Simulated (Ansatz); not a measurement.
Ir (bcc (W type), Im-3m) under volume change, DFT-r²SCAN in the program Ansatz with PAW potentials, scaled uniformly.

```json
[
 {"V (Å³/atom)": "13.399", "E − E(relaxed) (meV/atom)": "150.5", "P (GPa)": "39.97"},
 {"V (Å³/atom)": "13.840", "E − E(relaxed) (meV/atom)": "…", "P (GPa)": "…"},
 {"V (Å³/atom)": "14.282", "E − E(relaxed) (meV/atom)": "14.7", "P (GPa)": "11.01"},
 {"V (Å³/atom)": "14.724", "E − E(relaxed) (meV/atom)": "0.0", "P (GPa)": "0.00"},
 {"V (Å³/atom)": "15.165", "E − E(relaxed) (meV/atom)": "13.0", "P (GPa)": "-9.18"},
 {"V (Å³/atom)": "15.607", "E − E(relaxed) (meV/atom)": "49.2", "P (GPa)": "-16.82"},
 {"V (Å³/atom)": "16.049", "E − E(relaxed) (meV/atom)": "…", "P (GPa)": "…"}
]
```

**Question.** Complete the blanks.

**Answer.** 
- 13.840, E − E(relaxed) (meV/atom): 62.7
- 13.840, P (GPa): 24.19
- 16.049, E − E(relaxed) (meV/atom): 104.6
- 16.049, P (GPa): -23.16

**Question.** What does a third-order Birch–Murnaghan fit give for V₀, B₀ and B′?

**Answer.** V₀ = 14.72 Å³/atom, B₀ = 334 GPa, B′ = 5.0.

The start of the workflow was typed in or built on a structure type; neither database checked (COD, Materials Project) lists it. It is not the phase usual at ambient conditions (space group No. 225). Symmetry was held in the r²SCAN relaxation. At this level the phase is mechanically unstable. No spin polarisation was allowed. Scalar-relativistic: spin–orbit coupling is off unless named, which matters more the heavier the elements.

Potentials: the earlier of the program's two PAW sets.
